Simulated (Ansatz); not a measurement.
An Ansatz (a program for electronic structure) run. Input:

Ansatz 0.2 input:
```yaml
crystal:
  lattice:
    - [3.8268620984, -2.2848109055, 0.0]
    - [3.8268620984, 2.2848109055, 0.0]
    - [0.0, 0.0, 4.5436560194]
  atoms:
    - { symbol: Ga, position: [0.9895530786, 0.3346314815, 0.25] }
    - { symbol: Ga, position: [0.0104469214, 0.6653685185, 0.75] }
    - { symbol: Ga, position: [0.3346314815, 0.9895530786, 0.75] }
    - { symbol: Ga, position: [0.6653685185, 0.0104469214, 0.25] }
kpoints:
  mp_grid: { grid: [11, 11, 9] }
hamiltonian:
  xc: pbesol
  pseudopotentials: { kind: paw }
scf:
  occupations: { method: fermi_dirac, width: 0.1 }
phonons:
  method: dfpt
  response_accuracy: low
  eigenvectors: true
  rigid_motions: translations
```

Output (shortened):

```
Pseudopotential: Ga, paw, valence charge 13
Functional definition: PBEsol
Crystal: 4 atoms, lattice volume = 79.456 Å³
Basis set: ecut = 420 eV, 1553 PW (Γ), exchange–correlation on 60×60×64 points (8 copies of the dense FFT grid, shifted against one another)
Bands: 32, of which v1, the nominal top of the filled ones, is band 26 counted from 1 (25 counted from 0)
Symmetry: 8 space group operations
k-points: 305 of 1089 (irreducible under 2 space group operations, time reversal used)
SCF iter   1: F=—  HF=-14972.762524 eV  |F-HF|=—  |Δ(HF+E_count)|=         —  Δρ=2.98e-3  dr2=8.15e-3  ethr=1.77e-3  ⟨swp⟩=5.6  Hψ=37575  notcnv=0
preconditioner: auto → LDOS
SCF iter   2: F=—  HF=-14972.758769 eV  |F-HF|=—  |Δ(HF+E_count)|=   3.75e-3  Δρ=1.82e-3  dr2=4.04e-3  ethr=1.57e-5  ⟨swp⟩=2.0  Hψ=21635  notcnv=0  defer=26
SCF iter   3: F=—  HF=-14972.756755 eV  |F-HF|=—  |Δ(HF+E_count)|=   2.01e-3  Δρ=7.17e-4  dr2=1.97e-4  ethr=7.78e-6  ⟨swp⟩=2.0  Hψ=17683  notcnv=0  defer=26
SCF iter   4: F=—  HF=-14972.756649 eV  |F-HF|=—  |Δ(HF+E_count)|=   1.06e-4  Δρ=1.53e-4  dr2=2.24e-5  ethr=3.79e-7  ⟨swp⟩=2.0  Hψ=17669  notcnv=0  defer=26
SCF iter   5: F=—  HF=-14972.756633 eV  |F-HF|=—  |Δ(HF+E_count)|=   1.54e-5  Δρ=3.66e-5  dr2=8.21e-7  ethr=4.30e-8  ⟨swp⟩=2.0  Hψ=17669  notcnv=0  defer=26
SCF iter   6: F=—  HF=-14972.756633 eV  |F-HF|=—  |Δ(HF+E_count)|=   6.64e-7  Δρ=3.88e-6  dr2=9.85e-9  ethr=1.58e-9  ⟨swp⟩=2.0  Hψ=17677  notcnv=0  defer=26
SCF iter   7: F=—  HF=-14972.756633 eV  |F-HF|=—  |Δ(HF+E_count)|=   7.28e-9  Δρ=8.20e-7  dr2=5.70e-10  ethr=1.89e-11  ⟨swp⟩=2.0  Hψ=17739  notcnv=0  defer=26
SCF iter   8: F=—  HF=-14972.756633 eV  |F-HF|=—  |Δ(HF+E_count)|=  2.55e-10  Δρ=1.96e-7  dr2=1.54e-11  ethr=1.10e-12  ⟨swp⟩=3.0  Hψ=18560  notcnv=0  defer=26
SCF iter   9: F=-14972.756633 eV  HF=-14972.756633 eV  |F-HF|=0.00e0  |Δ(HF+E_count)|=  7.28e-12  Δρ=1.21e-8  dr2=9.40e-14  ethr=1.00e-12  ⟨swp⟩=5.7  Hψ=44134  notcnv=0
SCF 1 converged in 9 iterations: F = -14972.756633 eV  dr2 = 9.40e-14
DFPT response loops at Γ: preconditioner auto → Kerker (q_TF=auto, 2.542 Å⁻¹) (partly filled bands, converged f_vac=0.031) …
SCF converged after 9 iterations
Free energy (F): -14972.756633 eV
Harris-Foulkes:  -14972.756633 eV  (|F-HF|=0.00e0)
Internal energy: -14972.727647 eV  (E = F + TS)
E sigma→0 (E₀):  -14972.742140 eV
Entropy (-TS):   -0.028985 eV (-7.246 meV/atom)
Fermi energy:    8.686970 eV
--- Per-component energies (eV) ---
  E_band       = -196.416063
  E_kinetic    = 462.550401
  E_local      = -7764.001850  (includes V_loc(G=0)·N_el)
  E_nonlocal   = 1694.804374
  E_hartree    = 3635.656787
  E_xc         = -275.988291
  E_vxc        = -234.411103  (∫ρ·V_xc dr)
  E_paw        = -7787.186999  (= ΣΔE_a)
  E_vpaw       = -1626.671029  (= ΣTr[D̂ρ^β])
  E_aug_tail   = -0.000456  (compensation charges beyond the density's cutoff)
  E_ewald      = -4942.013526
  E_core_change = 3.451911  (= ΣΔE_core)
  E_smearing   = -0.028985  (= −TS)
  E_closure    = 0.000000  (closes the sum)
  Σ components = -14972.756633   (vs F -14972.756633, Δ=0.00e0)
  [band-id]    e_kinetic+e_local+e_nonlocal+2·e_hartree+e_vxc+e_vpaw+e_augmentation_tail = -196.416088   (vs E_band -196.416063, Δ=-2.48e-5)
--- Band table (eV; the first three rows and the last of 305) ---
  k-point 0: bands = ["-6.4094", "-6.3865", "-6.3652", "-6.3273", "-6.2518", "-6.2404", "-6.2332", "-6.2252", "-6.1653", "-6.1590", "-6.1241", "-6.1184", "-6.0976", "-6.0916", "-6.0591", "-5.9732", "-5.9635", "-5.9519", "-5.9313", "-5.8770", "-2.3730", …
  k-point 1: bands = ["-6.4113", "-6.3869", "-6.3498", "-6.3313", "-6.2551", "-6.2369", "-6.2354", "-6.2249", "-6.1879", "-6.1504", "-6.1254", "-6.1038", "-6.0927", "-6.0892", "-6.0612", "-5.9790", "-5.9707", "-5.9430", "-5.9413", "-5.8730", "-2.2822", …
  k-point 2: bands = ["-6.4095", "-6.3852", "-6.3420", "-6.3141", "-6.2591", "-6.2579", "-6.2258", "-6.2249", "-6.2080", "-6.1368", "-6.1305", "-6.0880", "-6.0807", "-6.0800", "-6.0665", "-5.9889", "-5.9876", "-5.9684", "-5.9245", "-5.8659", "-2.0088", …
  k-point 304: bands = ["-6.4163", "-6.3977", "-6.3647", "-6.3474", "-6.3402", "-6.3258", "-6.3096", "-6.2903", "-6.1795", "-6.1671", "-6.1227", "-6.0966", "-6.0372", "-6.0155", "-5.9674", "-5.9611", "-5.9178", "-5.9015", "-5.8721", "-5.8688", "1.0695", …
--- Phonons (Γ-DFPT): 3 representative perturbations + reference, on 305 of 1089 k-points (Σ response iterations 9) ---
  ASR residual: 2.088e-4 → 0.000e0 eV/Å²; symmetrization residual: 1.114e-5 eV/Å²
  ASR residual per site (eV/Å²): 2.09e-4 2.09e-4 2.09e-4 2.09e-4
  Γ frequencies (cm⁻¹): 0.00 0.00 0.00 66.55 73.33 87.98 91.55 156.10 183.91 189.51 214.65 242.74
  non-analytic LO–TO correction: not included (Born effective charges unavailable; polar crystals: no LO–TO splitting at Γ)
```

Cost: about 4 core-minutes (a rough figure) on shared cores.

Space group Cmcm. The first step of the workflow began from a Materials Project structure, measured or hypothetical; the Crystallography Open Database files this formula in space group No. 63, but the cells were not matched. It is not the phase usual at ambient conditions (space group No. 64). The cell was relaxed with PBEsol under the symmetry of its start; of distortions, only those at the zone centre were tested. As this level gives no gap, phonon frequencies hold no LO–TO term and depend on the k-mesh and smearing (Fermi–Dirac, 0.1 eV here). Spin–orbit coupling is left out wherever it is not named.

Potentials: the later of the program's two PAW sets.

Ansatz is a plane-wave DFT program.
